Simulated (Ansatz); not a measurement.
Input file for Ansatz (a program for electronic structure):

Ansatz 0.2 input:
```yaml
crystal:
  lattice:
    - [4.1018166185, 0.0, 0.0]
    - [0.0, 4.1018166185, 0.0]
    - [0.0, 0.0, 5.8456782106]
  atoms:
    - { symbol: In, position: [0.0, 0.0, 0.5] }
    - { symbol: Ga, position: [0.5, 0.5, 0.0] }
    - { symbol: As, position: [0.5, 0.0, 0.7698867807] }
    - { symbol: As, position: [0.0, 0.5, 0.2301132193] }
kpoints:
  mp_grid: { grid: [10, 10, 7] }
hamiltonian:
  xc: lda
  pseudopotentials: { kind: paw }
scf:
  occupations: { method: fermi_dirac, width: 0.1 }
phonons:
  method: dfpt
  response_accuracy: low
  eigenvectors: true
  rigid_motions: translations
```

Output (shortened):

```
Pseudopotential: In, paw, valence charge 13
Pseudopotential: Ga, paw, valence charge 13
Pseudopotential: As, paw, valence charge 15
Functional definition: SPW92
Crystal: 4 atoms, lattice volume = 98.353 Å³
Basis set: ecut = 420 eV, 1923 PW (Γ), exchange–correlation on 60×60×80 points (8 copies of the dense FFT grid, shifted against one another)
Bands: 34, of which v1, the nominal top of the filled ones, is band 28 counted from 1 (27 counted from 0)
Symmetry: 8 space group operations
k-points: 144 of 700 (irreducible under 4 space group operations, time reversal used)
SCF iter   1: F=—  HF=-18712.473802 eV  |F-HF|=—  |Δ(HF+E_count)|=         —  Δρ=6.28e-3  dr2=2.78e-2  ethr=1.77e-3  ⟨swp⟩=6.1  Hψ=20056  notcnv=0
preconditioner: auto → Resta (q_TF=auto, 2.484 Å⁻¹)
SCF iter   2: F=—  HF=-18712.464340 eV  |F-HF|=—  |Δ(HF+E_count)|=   9.46e-3  Δρ=3.03e-3  dr2=6.04e-3  ethr=4.97e-5  ⟨swp⟩=2.4  Hψ=7443  notcnv=0
SCF iter   3: F=—  HF=-18712.463066 eV  |F-HF|=—  |Δ(HF+E_count)|=   1.27e-3  Δρ=6.44e-4  dr2=3.58e-4  ethr=1.08e-5  ⟨swp⟩=2.1  Hψ=7296  notcnv=0
SCF iter   4: F=—  HF=-18712.463019 eV  |F-HF|=—  |Δ(HF+E_count)|=   4.68e-5  Δρ=2.83e-4  dr2=6.71e-5  ethr=6.40e-7  ⟨swp⟩=2.0  Hψ=7465  notcnv=0
SCF iter   5: F=—  HF=-18712.462990 eV  |F-HF|=—  |Δ(HF+E_count)|=   2.95e-5  Δρ=9.51e-5  dr2=1.01e-5  ethr=1.20e-7  ⟨swp⟩=2.0  Hψ=7340  notcnv=0
SCF iter   6: F=—  HF=-18712.462993 eV  |F-HF|=—  |Δ(HF+E_count)|=   3.43e-6  Δρ=2.20e-5  dr2=6.08e-7  ethr=1.80e-8  ⟨swp⟩=2.5  Hψ=6791  notcnv=0
SCF iter   7: F=—  HF=-18712.462993 eV  |F-HF|=—  |Δ(HF+E_count)|=   3.71e-7  Δρ=7.12e-6  dr2=5.23e-8  ethr=1.09e-9  ⟨swp⟩=2.0  Hψ=8911  notcnv=0
SCF iter   8: F=—  HF=-18712.462993 eV  |F-HF|=—  |Δ(HF+E_count)|=   1.20e-8  Δρ=1.41e-6  dr2=1.73e-9  ethr=9.34e-11  ⟨swp⟩=2.0  Hψ=8911  notcnv=0
SCF iter  10: F=-18712.462993 eV  HF=-18712.462993 eV  |F-HF|=0.00e0  |Δ(HF+E_count)|=  2.91e-11  Δρ=5.89e-8  dr2=5.33e-12  ethr=1.00e-12  ⟨swp⟩=6.4  Hψ=19942  notcnv=0
SCF 1 converged in 10 iterations: F = -18712.462993 eV  dr2 = 5.33e-12
DFPT response loops at Γ: preconditioner auto → Kerker (q_TF=auto, 2.484 Å⁻¹) (partly filled bands, converged f_vac=0.073) …
SCF converged after 10 iterations
Free energy (F): -18712.462993 eV
Harris-Foulkes:  -18712.462993 eV  (|F-HF|=0.00e0)
Internal energy: -18712.461385 eV  (E = F + TS)
E sigma→0 (E₀):  -18712.462189 eV
Entropy (-TS):   -0.001607 eV (-0.402 meV/atom)
Fermi energy:    8.236912 eV
--- Per-component energies (eV) ---
  E_band       = -632.982514
  E_kinetic    = 569.424812
  E_local      = -7197.605583  (includes V_loc(G=0)·N_el)
  E_nonlocal   = -533.548987
  E_hartree    = 3556.711642
  E_xc         = -440.853418
  E_vxc        = -319.664188  (∫ρ·V_xc dr)
  E_paw        = -9436.574854  (= ΣΔE_a)
  E_vpaw       = -265.011714  (= ΣTr[D̂ρ^β])
  E_aug_tail   = -0.000091  (compensation charges beyond the density's cutoff)
  E_ewald      = -5236.178383
  E_core_change = 6.163476  (= ΣΔE_core)
  E_smearing   = -0.001607  (= −TS)
  E_closure    =  0.000000  (closes the sum)
  Σ components = -18712.462993   (vs F -18712.462993, Δ=0.00e0)
  [band-id]    e_kinetic+e_local+e_nonlocal+2·e_hartree+e_vxc+e_vpaw+e_augmentation_tail = -632.982468   (vs E_band -632.982514, Δ=4.59e-5)
--- Band table (eV; the first three rows and the last of 144) ---
  k-point 0: bands = ["-27.2743", "-27.2743", "-27.2720", "-27.2717", "-27.2661", "-27.2661", "-27.2588", "-27.2588", "-27.2584", "-27.2576", "-7.0533", "-6.9734", "-6.9734", "-6.9366", "-6.9045", "-6.4989", "-6.3427", "-6.3427", "-6.2732", "-6.2427", …
  k-point 1: bands = ["-27.2743", "-27.2743", "-27.2720", "-27.2717", "-27.2661", "-27.2661", "-27.2589", "-27.2587", "-27.2584", "-27.2576", "-7.0525", "-6.9732", "-6.9732", "-6.9365", "-6.9044", "-6.5045", "-6.3433", "-6.3433", "-6.2722", "-6.2428", …
  k-point 2: bands = ["-27.2743", "-27.2743", "-27.2720", "-27.2717", "-27.2661", "-27.2661", "-27.2589", "-27.2586", "-27.2583", "-27.2577", "-7.0505", "-6.9726", "-6.9726", "-6.9361", "-6.9044", "-6.5166", "-6.3446", "-6.3446", "-6.2702", "-6.2428", …
  k-point 143: bands = ["-27.2753", "-27.2740", "-27.2706", "-27.2706", "-27.2667", "-27.2659", "-27.2585", "-27.2585", "-27.2579", "-27.2579", "-7.0332", "-7.0332", "-6.9477", "-6.9228", "-6.9204", "-6.4658", "-6.4658", "-6.2932", "-6.2868", "-6.2357", …
--- Phonons (Γ-DFPT): 7 representative perturbations + reference, on 144 of 700 k-points (Σ response iterations 20) ---
  ASR residual: 9.299e-4 → 0.000e0 eV/Å²; symmetrization residual: 3.571e-4 eV/Å²
  ASR residual per site (eV/Å²): 9.30e-4 3.08e-4 3.49e-4 3.49e-4
  Γ frequencies (cm⁻¹): 0.00 0.00 0.00 59.88 59.88 195.73 207.93 223.73 223.73 244.34 244.34 246.04
  non-analytic LO–TO correction: not included (Born effective charges unavailable; polar crystals: no LO–TO splitting at Γ)
```

Cost: very roughly 2.1 core-minutes on shared cores.

Space group P-4m2. The workflow started from a Materials Project entry (that database holds measured and hypothetical structures alike); the Crystallography Open Database copy checked does not list it. With In and Ga taken as one species the cell has the higher symmetry F-43m, so it may be an ordered model of a mixed-site phase. Whether it is the stable phase at ambient conditions was not checked. Symmetry was held in the LDA relaxation; of distortions, only those at the zone centre were tested. As this level gives no gap, phonon frequencies hold no LO–TO term and depend on the k-mesh and smearing (Fermi–Dirac, 0.1 eV here). Spin–orbit coupling is left out wherever it is not named.

Potentials: the later of the program's two PAW sets.

Ansatz is a plane-wave DFT program.
